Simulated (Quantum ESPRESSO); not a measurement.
W6MoLi, input and log of a self-consistent run

Computed values, not a measurement. The program is pw.x of Quantum ESPRESSO 7.5 (plane-wave density functional theory). The cell is made up: eight metal atoms on a face-centred cubic lattice, with elements, volume, strain and displacements drawn at random and not relaxed, so it may be unstable or far from any real phase. PseudoDojo standard norm-conserving files set the functional (PBE unless stated); there is no spin polarisation or spin-orbit coupling, the Fermi-Dirac width of 0.25 eV means electrons at about 2900 K, and the masses in the input are unused placeholders. Heavy elements are run without spin-orbit coupling, which real alloys of them have. A spin test at this wide smearing found no moment, but such smearing suppresses magnetism that the real alloy may have.

Input:

```
&control calculation='scf', pseudo_dir='./dojo.nc.sr.pbe.v0_5.standard.upf', outdir='./o', disk_io='medium', tprnfor=.true., tstress=.true. /
&system ibrav=0, nat=8, ntyp=3, nbnd=68, ecutwfc=79.96652505, nosym=.true., tot_charge=0,
 occupations='smearing', smearing='fd', degauss=0.0183746611
/
&electrons conv_thr=1.470e-08, electron_maxstep=70, mixing_beta=0.5 /
ATOMIC_SPECIES
Li 1.0 Li.upf
Mo 1.0 Mo.upf
W 1.0 W.upf
CELL_PARAMETERS angstrom
-0.0238 1.9751 2.0058
-3.9991 3.922 -3.9358
-4.0355 -3.8926 4.0017
ATOMIC_POSITIONS angstrom
W 0.0107 -0.0095 0.0248
W -4.0438 -1.9255 2.0146
Mo -4.0496 0.0179 0.006
W -4.0069 1.9567 -1.9255
W -2.0281 -0.0144 2.0118
W -2.0584 1.9939 0.0019
Li -5.9825 -0.0154 2.0283
W -6.0484 2.0242 0.0854
K_POINTS automatic
8 4 4 1 1 1
```

The log is shortened where brackets say so; the opening notice, blank lines, dates and the lines on written files are dropped, and the path of the files is cut. It prints rydbergs, bohrs and kilobars, and counts compression as positive stress. Its total energy is the free energy E - TS of the whole cell.

```
     Program PWSCF v.7.5
     Parallel version (MPI & OpenMP), running on       1 processor cores
     Number of MPI processes:                 1
     Threads/MPI process:                     1
     [start-up lines left out]
     bravais-lattice index     =            0
     lattice parameter (alat)  =       5.3198  a.u.
     unit-cell volume          =     849.8833 (a.u.)^3
     number of atoms/cell      =            8
     number of atomic types    =            3
     number of electrons       =       101.00
     number of Kohn-Sham states=           68
     kinetic-energy cutoff     =      79.9665  Ry
     charge density cutoff     =     319.8661  Ry
     scf convergence threshold =      1.5E-08
     mixing beta               =       0.5000
     number of iterations used =            8  plain     mixing
     Exchange-correlation= PBE
                           (   1   4   3   4   0   0   0)
     [axes and pseudopotential details left out]
   Cartesian axes
     site n.     atom                  positions (alat units)
         1        W      tau(   1) = (   0.0038009  -0.0033747   0.0088096  )
         2        W      tau(   2) = (  -1.4364647  -0.6839885   0.7156392  )
         3        Mo     tau(   3) = (  -1.4385250   0.0063586   0.0021314  )
         4        W      tau(   4) = (  -1.4233569   0.6950716  -0.6839885  )
         5        W      tau(   5) = (  -0.7204348  -0.0051153   0.7146446  )
         6        W      tau(   6) = (  -0.7311981   0.7082860   0.0006749  )
         7        Li     tau(   7) = (  -2.1251422  -0.0054705   0.7205058  )
         8        W      tau(   8) = (  -2.1485517   0.7190494   0.0303363  )
     number of k points=    64  Fermi-Dirac smearing, width (Ry)=  0.0184
                       cart. coord. in units 2pi/alat
        k(    1) = (  -0.0870776   0.0442227   0.0431386), wk =   0.0312500
        k(    2) = (  -0.1744790  -0.0011260   0.0867561), wk =   0.0312500
     [further k points left out]
     Dense  grid:    82059 G-vectors     FFT dimensions: (  32,  75,  75)
     Estimated max dynamical RAM per process >     150.28 MB
     Initial potential from superposition of free atoms
     starting charge     100.9909, renormalised to     101.0000
     Starting wfcs are   72 randomized atomic wfcs
     total cpu time spent up to now is       25.4 secs
     per-process dynamical memory:    83.9 Mb
     Self-consistent Calculation
     iteration #  1     ecut=    79.97 Ry     beta= 0.50
     Davidson diagonalization with overlap
     ethr =  1.00E-02,  avg # of iterations =  3.0
     Threshold (ethr) on eigenvalues was too large:
     Diagonalizing with lowered threshold
     Davidson diagonalization with overlap
     ethr =  9.44E-04,  avg # of iterations =  2.8
     total cpu time spent up to now is      155.5 secs
     total energy              =   -1064.46526875 Ry
     estimated scf accuracy    <       1.00525463 Ry
     iteration #  2     ecut=    79.97 Ry     beta= 0.50
     Davidson diagonalization with overlap
     ethr =  9.95E-04,  avg # of iterations =  3.9
     total cpu time spent up to now is      224.7 secs
     total energy              =   -1063.85768964 Ry
     estimated scf accuracy    <      14.23937002 Ry
     iteration #  3     ecut=    79.97 Ry     beta= 0.50
     Davidson diagonalization with overlap
     ethr =  9.95E-04,  avg # of iterations =  2.2
     total cpu time spent up to now is      295.5 secs
     total energy              =   -1064.85764140 Ry
     estimated scf accuracy    <       0.48532754 Ry
     iteration #  4     ecut=    79.97 Ry     beta= 0.50
     Davidson diagonalization with overlap
     ethr =  4.81E-04,  avg # of iterations =  2.0
     total cpu time spent up to now is      354.3 secs
     total energy              =   -1064.90437602 Ry
     estimated scf accuracy    <       0.41969982 Ry
     iteration #  5     ecut=    79.97 Ry     beta= 0.50
     Davidson diagonalization with overlap
     ethr =  4.16E-04,  avg # of iterations =  1.0
     total cpu time spent up to now is      419.0 secs
     total energy              =   -1064.93614607 Ry
     estimated scf accuracy    <       0.04108992 Ry
     [iterations 6 to 14 left out]
     iteration # 15     ecut=    79.97 Ry     beta= 0.50
     Davidson diagonalization with overlap
     ethr =  1.03E-08,  avg # of iterations =  1.4
     total cpu time spent up to now is     1086.4 secs
     total energy              =   -1064.94476842 Ry
     estimated scf accuracy    <       0.00000063 Ry
     iteration # 16     ecut=    79.97 Ry     beta= 0.50
     Davidson diagonalization with overlap
     ethr =  6.25E-10,  avg # of iterations =  4.2
     total cpu time spent up to now is     1155.7 secs
     total energy              =   -1064.94476849 Ry
     estimated scf accuracy    <       0.00000104 Ry
     iteration # 17     ecut=    79.97 Ry     beta= 0.50
     Davidson diagonalization with overlap
     ethr =  6.25E-10,  avg # of iterations =  1.9
     total cpu time spent up to now is     1219.8 secs
     total energy              =   -1064.94476858 Ry
     estimated scf accuracy    <       0.00000017 Ry
     iteration # 18     ecut=    79.97 Ry     beta= 0.50
     Davidson diagonalization with overlap
     ethr =  1.64E-10,  avg # of iterations =  2.0
     total cpu time spent up to now is     1276.8 secs
     total energy              =   -1064.94476860 Ry
     estimated scf accuracy    <       0.00000011 Ry
     iteration # 19     ecut=    79.97 Ry     beta= 0.50
     Davidson diagonalization with overlap
     ethr =  1.07E-10,  avg # of iterations =  1.0
     total cpu time spent up to now is     1336.6 secs
     End of self-consistent calculation
     [lines on levels left out]
!    total energy              =   -1064.94476860 Ry
     estimated scf accuracy    <       0.00000001 Ry
     smearing contrib. (-TS)   =      -0.11675235 Ry
     internal energy E=F+TS    =   -1064.82801625 Ry
     The total energy is F=E-TS. E is the sum of the following terms:
     one-electron contribution =    -195.49215294 Ry
     hartree contribution      =     149.07768363 Ry
     xc contribution           =    -222.85122583 Ry
     ewald contribution        =    -795.56232111 Ry
     convergence has been achieved in  19 iterations
     Forces acting on atoms (cartesian axes, Ry/au):
     atom    1 type  3   force =     0.01659171   -0.00262414   -0.00347161
     atom    2 type  3   force =    -0.02920286   -0.00054445   -0.00107362
     atom    3 type  2   force =    -0.01982054   -0.01122369    0.01122553
     atom    4 type  3   force =     0.03178214    0.01430846   -0.01771301
     atom    5 type  3   force =    -0.00515335    0.01451760   -0.01594089
     atom    6 type  3   force =     0.02691719    0.00731566   -0.00141350
     atom    7 type  1   force =    -0.01459957    0.00766415   -0.00224166
     atom    8 type  3   force =    -0.00651472   -0.02941358    0.03062877
     Total force =     0.081951     Total SCF correction =     0.000634
     Computing stress (Cartesian axis) and pressure
          total   stress  (Ry/bohr**3)                   (kbar)     P=       51.54
   0.00055373  -0.00005336   0.00006061           81.46       -7.85        8.92
  -0.00005336   0.00015108   0.00006244           -7.85       22.22        9.19
   0.00006061   0.00006244   0.00034622            8.92        9.19       50.93
     init_run     :     22.50s CPU     25.36s WALL (       1 calls)
     electrons    :   1258.32s CPU   1311.20s WALL (       1 calls)
     forces       :     13.19s CPU     13.38s WALL (       1 calls)
     stress       :     52.22s CPU     52.47s WALL (       1 calls)
     [timing details left out]
     PWSCF        :  22m26.58s CPU  23m23.85s WALL
     JOB DONE.
```

In other units: free energy -14489.312 eV for the cell, pressure 5.15 GPa, largest force component 0.817 eV/Å in size. The run took 1405 s of wall time with one process on a shared machine (AMD EPYC, Zen 5, virtual cores), so the time is rough. A rerun of this cell at a higher cutoff and on a denser mesh moved values by no more than 0.006 eV in energy, 0.16 GPa in stress and 0.011 eV/Å in force, and a second program with other atomic files agreed on that cell to 2 % rms in force and 0.5 GPa in pressure.